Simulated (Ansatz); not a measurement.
Relaxed-ion elastic tensor of Sc (hcp (Mg type), space group No. 194) in GPa (Voigt order), the program Ansatz at the r²SCAN level (PAW); density 3.00 g/cm³, 24.91 Å³ per atom.

|  | 1 | 2 | 3 | 4 | 5 | 6 |
|---|---|---|---|---|---|---|
| 1 | 97.6 | 44.5 | 29.4 | 0.0 | 0.0 | 0.0 |
| 2 | 44.5 | 97.6 | 29.4 | 0.0 | 0.0 | 0.0 |
| 3 | 29.4 | 29.4 | 96.7 | 0.0 | 0.0 | 0.0 |
| 4 | 0.0 | 0.0 | 0.0 | 27.7 | 0.0 | 0.0 |
| 5 | 0.0 | 0.0 | 0.0 | 0.0 | 27.7 | 0.0 |
| 6 | 0.0 | 0.0 | 0.0 | 0.0 | 0.0 | 26.6 |

**Question.** Is the crystal mechanically stable?

**Answer.** Yes: the smallest eigenvalue of C is 26.6 GPa.

**Question.** Work out the Voigt, Reuss and Hill averages.

**Answer.** K_V = 55.4, K_R = 55.2, K_H = 55.3; G_V = 29.0, G_R = 28.6, G_H = 28.8 GPa.

**Question.** Give Young's modulus, Poisson's ratio, Pugh's ratio and the universal anisotropy index.

**Answer.** E = 9KG/(3K + G) = 73.5 GPa; ν = 0.28; K/G = 1.92 (ductile by the Pugh limit of 1.75); A_U = 5G_V/G_R + K_V/K_R − 6 = 0.08.

**Question.** Estimate the sound speeds and the Debye temperature.

**Answer.** v_l = √((K + 4G/3)/ρ) = 5590 m/s, v_t = √(G/ρ) = 3100 m/s, mean 3450 m/s; Θ = (h/k)(3n/4πV)^(1/3) v_m = 352 K.

**Question.** Solve the Christoffel equation for the three sound speeds along x, y, z.

**Answer.** Eigenvalues of C_ijkl n_j n_l equal ρv². In km/s, slowest first: x 2.98, 3.04, 5.71; y 2.98, 3.04, 5.71; z 3.04, 3.04, 5.68.

**Question.** How much does each axis shrink under pressure?

**Answer.** Linear compressibilities β_i = Σ_j S_ij (j = 1 to 3): x 5.6, y 5.6, z 6.9 per TPa.

Space group P6_3/mmc (hcp (Mg type)). Symmetry was held in the r²SCAN relaxation. No spin polarisation was allowed. As this level gives no gap, shear constants depend on the k-mesh and smearing (Fermi–Dirac, 0.1 eV here). On the denser mesh and wider smearing of the elastic run this cell carries a stress of 0.4 GPa.

Potentials: the later of the program's two PAW sets.
